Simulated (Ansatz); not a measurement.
Input:

ZnCdTeSe:
```yaml
crystal:
  lattice:
    - [3.69011, 2.13028, 0.00000]
    - [-3.69011, 2.13028, 0.00000]
    - [-0.00011, 0.00000, 7.12467]
  atoms:
    - { symbol: Zn, position: [0.66671, 0.33329, 0.98490] }
    - { symbol: Cd, position: [0.33330, 0.66670, 0.52335] }
    - { symbol: Te, position: [0.66662, 0.33338, 0.35323] }
    - { symbol: Se, position: [0.33337, 0.66663, 0.89050] }
```

This is the PBEsol-relaxed structure.

### Question
All from DFT-PBEsol in the program Ansatz with PAW potentials, unless another level is named. Estimate the electronic character.

### Answer
no gap, with almost no states at the Fermi level (zero-gap or semimetallic).

### Question
Predict the formation energy from the elements (no fitted shifts).

### Answer
-0.43 eV/atom.

Space group P3m1. The workflow started from a Materials Project entry (that database holds measured and hypothetical structures alike); the Crystallography Open Database copy checked does not list it. Its standing as an ambient phase is unchecked. The PBEsol relaxation kept the symmetry of its start; its stability against distortions is not shown here. The references are the lowest solids computed at this level, not always the standard phases. Scalar-relativistic: spin–orbit coupling is off unless named, which matters more the heavier the elements.

Potentials: the later of the program's two PAW sets.
